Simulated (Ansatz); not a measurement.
Input file for Ansatz (a first-principles code):

Ansatz 0.2 input:
```yaml
crystal:
  lattice:
    - [2.7540845854, 0.0, 0.0]
    - [-1.3770422927, 2.3851072151, 0.0]
    - [0.0, 0.0, 4.3467398507]
  atoms:
    - { symbol: Os, position: [0.3333333333, 0.6666666667, 0.75] }
    - { symbol: Os, position: [0.6666666667, 0.3333333333, 0.25] }
kpoints:
  mp_grid: { grid: [36, 36, 20] }
hamiltonian:
  xc: pbe
  pseudopotentials: { kind: paw }
scf:
  occupations: { method: fermi_dirac, width: 0.1 }
elastic: { mode: relaxed_ion, stencil: two_point, amplitude: 0.005, f_tol: 0.0005 }
```

Output (shortened):

```
Pseudopotentials: kind: paw
Pseudopotential: Os, paw, valence charge 16
Functional definition: PBE
Crystal: 2 atoms, lattice volume = 28.553 Å³
Basis set: ecut = 420 eV, 573 PW (Γ), exchange–correlation on 40×40×60 points (8 copies of the dense FFT grid, shifted against one another)
Bands: 20, of which v1, the nominal top of the filled ones, is band 16 counted from 1 (15 counted from 0)
Symmetry: 24 space group operations
Space group: P63/mmc (ITA 194), of the structure as read, at distance tolerance 3.1e-5 Å
k-points: 1397 of 25920
Initial wavefunctions: pseudopotential atomic-orbital guess
Eigensolver: davidson
Functional: x = pbe(κ = 0.804, μ = 0.2195149727645171), c = pbe(β = 0.06672455060314922)
all-band conjugate gradients solve this SCF's bands
SCF 1 converged in 9 iterations: F = -22769.116155 eV  dr2 = 2.51e-16
Crystal: 2 atoms, lattice volume = 28.410 Å³
Symmetry: 8 space group operations
k-points: 3773 of 25920
Initial density: handed on by an earlier stage of this run
Initial wavefunctions: pseudopotential atomic-orbital guess (no wavefunctions were taken with the density)
SCF 2 converged in 9 iterations: F = -22769.114380 eV  dr2 = 7.45e-15
relax step   1: F+E_penalty+E_count = -22769.11438003 eV  Δ(F+E_penalty+E_count) = +0.000e0 eV  max|allowed force component| = 1.224e-2 eV/Å  Δτ_max = 0.0000 Å  (9 SCF iters, accepted)
density extrapolation: transplant  |δρ|_rms = 4.053e-2 e/Å³  SAD shift = 5.291e-3 e/Å³
Crystal: 2 atoms, lattice volume = 28.410 Å³
Initial wavefunctions: those handed on with the density
SCF 3 converged in 6 iterations: F = -22769.114367 eV  dr2 = 3.05e-14
relax step   2: F+E_penalty+E_count = -22769.11436736 eV  Δ(F+E_penalty+E_count) = +1.267e-5 eV  max|allowed force component| = 1.961e-2 eV/Å  Δτ_max = 0.0017 Å  (6 SCF iters, rejected (line search))
density extrapolation: transplant  |δρ|_rms = 4.053e-2 e/Å³  SAD shift = 3.258e-3 e/Å³
Crystal: 2 atoms, lattice volume = 28.410 Å³
SCF 4 converged in 6 iterations: F = -22769.114388 eV  dr2 = 1.05e-14
relax step   3: F+E_penalty+E_count = -22769.11438810 eV  Δ(F+E_penalty+E_count) = -8.071e-6 eV  max|allowed force component| = 1.037e-5 eV/Å  Δτ_max = 0.0007 Å  (6 SCF iters, accepted)
Crystal: 2 atoms, lattice volume = 28.410 Å³
SCF 5 converged in 10 iterations: F = -22769.114388 eV  dr2 = 0.0
Crystal: 2 atoms, lattice volume = 28.696 Å³
Basis set: ecut = 420 eV, 577 PW (Γ), exchange–correlation on 40×40×60 points (8 copies of the dense FFT grid, shifted against one another)
SCF 6 converged in 8 iterations: F = -22769.114661 eV  dr2 = 9.88e-14
relax step   1: F+E_penalty+E_count = -22769.11466147 eV  Δ(F+E_penalty+E_count) = +0.000e0 eV  max|allowed force component| = 1.157e-2 eV/Å  Δτ_max = 0.0000 Å  (8 SCF iters, accepted)
density extrapolation: transplant  |δρ|_rms = 4.027e-2 e/Å³  SAD shift = 1.912e-3 e/Å³
Crystal: 2 atoms, lattice volume = 28.696 Å³
SCF 7 converged in 10 iterations: F = -22769.114669 eV  dr2 = 0.0
relax step   2: F+E_penalty+E_count = -22769.11466876 eV  Δ(F+E_penalty+E_count) = -7.287e-6 eV  max|allowed force component| = 1.131e-4 eV/Å  Δτ_max = 0.0006 Å  (10 SCF iters, accepted)
Crystal: 2 atoms, lattice volume = 28.696 Å³
SCF 8 converged in 11 iterations: F = -22769.114669 eV  dr2 = 0.0
density extrapolation: transplant  |δρ|_rms = 4.040e-2 e/Å³  SAD shift = 9.104e-3 e/Å³
Crystal: 2 atoms, lattice volume = 28.410 Å³
Basis set: ecut = 420 eV, 561 PW (Γ), exchange–correlation on 40×40×60 points (8 copies of the dense FFT grid, shifted against one another)
SCF 9 converged in 7 iterations: F = -22769.114207 eV  dr2 = 4.43e-15
density extrapolation: first-order (α = -2.000)  |δρ|_rms = 4.040e-2 e/Å³  SAD shift = 9.030e-3 e/Å³
Crystal: 2 atoms, lattice volume = 28.696 Å³
SCF 10 converged in 5 iterations: F = -22769.114455 eV  dr2 = 4.70e-14
Crystal: 2 atoms, lattice volume = 28.553 Å³
Symmetry: 4 space group operations
k-points: 6680 of 25920
SCF 11 converged in 9 iterations: F = -22769.115585 eV  dr2 = 2.34e-15
relax step   1: F+E_penalty+E_count = -22769.11558542 eV  Δ(F+E_penalty+E_count) = +0.000e0 eV  max|allowed force component| = 7.366e-4 eV/Å  Δτ_max = 0.0000 Å  (9 SCF iters, accepted)
density extrapolation: transplant  |δρ|_rms = 4.040e-2 e/Å³  SAD shift = 3.205e-4 e/Å³
Crystal: 2 atoms, lattice volume = 28.553 Å³
SCF 12 converged in 6 iterations: F = -22769.115585 eV  dr2 = 1.46e-14
relax step   2: F+E_penalty+E_count = -22769.11558537 eV  Δ(F+E_penalty+E_count) = +4.709e-8 eV  max|allowed force component| = 1.189e-3 eV/Å  Δτ_max = 0.0001 Å  (6 SCF iters, rejected (line search))
density extrapolation: transplant  |δρ|_rms = 4.040e-2 e/Å³  SAD shift = 1.978e-4 e/Å³
Crystal: 2 atoms, lattice volume = 28.553 Å³
SCF 13 converged in 10 iterations: F = -22769.115585 eV  dr2 = 0.0
relax step   3: F+E_penalty+E_count = -22769.11558545 eV  Δ(F+E_penalty+E_count) = -2.938e-8 eV  max|allowed force component| = 3.112e-6 eV/Å  Δτ_max = 0.0000 Å  (10 SCF iters, accepted)
Crystal: 2 atoms, lattice volume = 28.553 Å³
SCF 14 converged in 11 iterations: F = -22769.115585 eV  dr2 = 0.0
Crystal: 2 atoms, lattice volume = 28.553 Å³
SCF 15 converged in 9 iterations: F = -22769.115585 eV  dr2 = 4.37e-14
relax step   1: F+E_penalty+E_count = -22769.11558542 eV  Δ(F+E_penalty+E_count) = +0.000e0 eV  max|allowed force component| = 7.366e-4 eV/Å  Δτ_max = 0.0000 Å  (9 SCF iters, accepted)
density extrapolation: transplant  |δρ|_rms = 4.040e-2 e/Å³  SAD shift = 3.205e-4 e/Å³
Crystal: 2 atoms, lattice volume = 28.553 Å³
SCF 16 converged in 6 iterations: F = -22769.115585 eV  dr2 = 1.76e-14
relax step   2: F+E_penalty+E_count = -22769.11558537 eV  Δ(F+E_penalty+E_count) = +4.708e-8 eV  max|allowed force component| = 1.189e-3 eV/Å  Δτ_max = 0.0001 Å  (6 SCF iters, rejected (line search))
density extrapolation: transplant  |δρ|_rms = 4.040e-2 e/Å³  SAD shift = 1.978e-4 e/Å³
Crystal: 2 atoms, lattice volume = 28.553 Å³
SCF 17 converged in 10 iterations: F = -22769.115585 eV  dr2 = 0.0
relax step   3: F+E_penalty+E_count = -22769.11558545 eV  Δ(F+E_penalty+E_count) = -2.939e-8 eV  max|allowed force component| = 2.970e-6 eV/Å  Δτ_max = 0.0000 Å  (10 SCF iters, accepted)
Crystal: 2 atoms, lattice volume = 28.553 Å³
SCF 18 converged in 11 iterations: F = -22769.115585 eV  dr2 = 0.0
SCF converged after 9 iterations
Free energy (F): -22769.116155 eV
Harris-Foulkes:  -22769.116155 eV  (|F-HF|=0.00e0)
Internal energy: -22769.075460 eV  (E = F + TS)
E sigma→0 (E₀):  -22769.095808 eV
Entropy (-TS):   -0.040695 eV (-20.348 meV/atom)
Fermi energy:    25.410943 eV
--- Per-component energies (eV) ---
  E_band       = -147.758334
  E_kinetic    = 1123.016323
  E_local      = -1606.536473  (includes V_loc(G=0)·N_el)
  E_nonlocal   = -4.110519
  E_hartree    = 663.320623
  E_xc         = -533.366113
  E_vxc        = -568.065069  (∫ρ·V_xc dr)
  E_paw        = -18023.399372  (= ΣΔE_a)
  E_vpaw       = -418.703653  (= ΣTr[D̂ρ^β])
  E_aug_tail   = -0.000190  (compensation charges beyond the density's cutoff)
  E_ewald      = -4387.999739
  E_smearing   = -0.040695  (= −TS)
  E_closure    = 0.000000  (closes the sum)
  Σ components = -22769.116155   (vs F -22769.116155, Δ=0.00e0)
--- Forces (eV/Å), atoms counted from 1 ---
  atom   1  Os     0.00000000     0.00000000     0.00000000
  atom   2  Os     0.00000000     0.00000000     0.00000000
  max |Σ_I F_I| component: 1.85e-17 eV/Å
--- Stress (GPa, compression-positive) ---
        0.126994       0.000000       0.000000
        0.000000       0.126994       0.000000
        0.000000       0.000000       0.112371
  P = ⅓ Tr σ = 0.1221 GPa (1.221 kbar)
  The stress holds the Pulay correction. Without it, at fixed plane waves, as pw.x and ABINIT print it: P = 0.0341 GPa
  The stress includes an estimate of the error left by incomplete SCF convergence (largest component 0.0000 GPa).
--- Band table (eV; the first three rows and the last of 1397) ---
  k-point 0: bands = ["-61.1873", "-61.0806", "-21.1589", "-20.2845", "-20.2845", "-20.1165", "-20.1165", "-20.0645", "14.6149", "17.7746", "22.4205", "22.4205", "22.6813", "23.2399", "23.2399", "23.8632", "23.8632", "25.4074", "27.0353", "27.0353"]
  k-point 1: bands = ["-61.1867", "-61.0813", "-21.1525", "-20.2835", "-20.2835", "-20.1176", "-20.1176", "-20.0716", "14.6459", "17.7788", "22.3981", "22.3981", "22.6631", "23.2190", "23.2190", "23.9131", "23.9131", "25.2989", "27.0403", "27.0403"]
  k-point 2: bands = ["-61.1847", "-61.0833", "-21.1336", "-20.2804", "-20.2804", "-20.1206", "-20.1206", "-20.0928", "14.7382", "17.7900", "22.3407", "22.3407", "22.6095", "23.1588", "23.1588", "24.0522", "24.0522", "24.9970", "27.0523", "27.0523"]
  k-point 1396: bands = ["-61.0749", "-61.0749", "-20.9346", "-20.9346", "-20.6833", "-20.6833", "-20.2587", "-20.2587", "19.6890", "19.6890", "20.5604", "20.5604", "22.0312", "22.0312", "24.0676", "24.0676", "26.9725", "26.9725", "33.5382", "33.5382"]
  band table: 20 of 20 bands, residual norms ≤ 1.0e-3 eV
--- Elastic constants: 3 strain directions × 2 members + reference (group order 24) ---
  dense FFT box of the reference and of every strained cell: 20×20×30
  strains applied: 11, 33, 23; error gains …
  C = ∂σ_k/∂η_j (tension-positive GPa; Voigt order 11 22 33 23 13 12):
       730.460    219.810    215.848      0.000      0.000      0.000
       219.810    730.460    215.848      0.000      0.000      0.000
       215.781    215.781    818.697      0.000      0.000      0.000
         0.000      0.000      0.000    255.773      0.000      0.000
         0.000      0.000      0.000      0.000    255.773      0.000
         0.000      0.000      0.000      0.000      0.000    255.325
  reference stress σ⁰ (GPa):     -0.127     -0.127     -0.112      0.000      0.000      0.000
  moduli (Voigt/Reuss/Hill, GPa): K = 398.05/397.14/397.60   G = 261.92/261.23/261.58   E = 643.59   ν = 0.230
  mechanically stable: yes (min eigenvalue of sym C = 255.33 GPa)
  harmonic check of the ions' relaxations: strain 23: 1 pair too noisy to judge …
  the stresses are not corrected for the forces that the relaxations left standing (`elastic.f_tol`)
  strain η (Voigt 11):  stress-route row diagonal C_11 = 730.46 GPa, energy-path curvature d²(F+E_count+ΔE)/dδ²/Ω₀ = 730.37 GPa
         δ    σ_11 (GPa)             F (eV)   n_scf  n_hpsi   n_pw
    -5.000e-3      -3.8685      -22769.1143881      10  1290180    573   relax 3 steps, max|allowed force component| 1.04e-5 eV/Å
     5.000e-3       3.4361      -22769.1146688      11  1365551    577   relax 2 steps, max|allowed force component| 1.13e-4 eV/Å
  strain η (Voigt 33):  stress-route row diagonal C_33 = 818.70 GPa, energy-path curvature d²(F+E_count+ΔE)/dδ²/Ω₀ = 818.68 GPa
         δ    σ_33 (GPa)             F (eV)   n_scf  n_hpsi   n_pw
    -5.000e-3      -4.2836      -22769.1142075       7  481213    570   relax 0 steps, max|allowed force component| 1.76e-16 eV/Å
     5.000e-3       3.9034      -22769.1144551       5  365162    578   relax 0 steps, max|allowed force component| 7.40e-17 eV/Å
  strain η (Voigt 23):  stress-route row diagonal C_44 = 255.77 GPa, energy-path curvature d²(F+E_count+ΔE)/dδ²/Ω₀ = 255.87 GPa
         δ    σ_23 (GPa)             F (eV)   n_scf  n_hpsi   n_pw
    -5.000e-3      -1.2789      -22769.1155854      11  2416950    574   relax 3 steps, max|allowed force component| 3.11e-6 eV/Å
     5.000e-3       1.2789      -22769.1155854      11  2416784    574   relax 3 steps, max|allowed force component| 2.97e-6 eV/Å
```

Cost: roughly 50 core-minutes on shared cores.

Space group P6_3/mmc (hcp (Mg type)). Symmetry was held in the PBE relaxation. The run is not spin-polarised. As this level gives no gap, shear constants depend on the k-mesh and smearing (Fermi–Dirac, 0.1 eV here). Axis ratios of metals converge slowly with the k-mesh, so a and c are less sure than the volume. Scalar-relativistic: spin–orbit coupling is off unless named, which matters more the heavier the elements.

Potentials: the later of the program's two PAW sets.

Ansatz is a plane-wave DFT program.
